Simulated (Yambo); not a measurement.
SrCl₂ (fluorite, space group Fm-3m, No. 225), G0W0@PBEsol in Yambo; all else as in the reference (4×4×4 Γ-centred k mesh, 152 bands and a 8 Ry block in the screening, 152 bands in G with the Bruneval-Gonze terminator, plasmon pole fitted at 27.2 eV). One parameter is varied: the cutoff of the exchange sum, over 5, 10, 20, 40, 68 Ry.

Task: From which value on does the gap X → Γ stay within 0.05 eV of the largest setting?

Result: From 20 Ry on.
| cutoff of the exchange sum (Ry) | G0W0 gap (eV) | valence shift (eV) |
|---|---|---|
| 5 | 7.37 | -1.21 |
| 10 | 7.64 | -1.71 |
| 20 | 7.70 | -1.81 |
| 40 | 7.70 | -1.81 |
| 68 | 7.70 | -1.81 |
The last step of the sweep still moves the gap by 0 meV; the other settings are held fixed.

Geometry relaxed with PBEsol; primitive cell a = b = c = 4.8833 Å, α = β = γ = 60.00°.

A shift is the quasiparticle energy of the state minus its PBEsol energy.
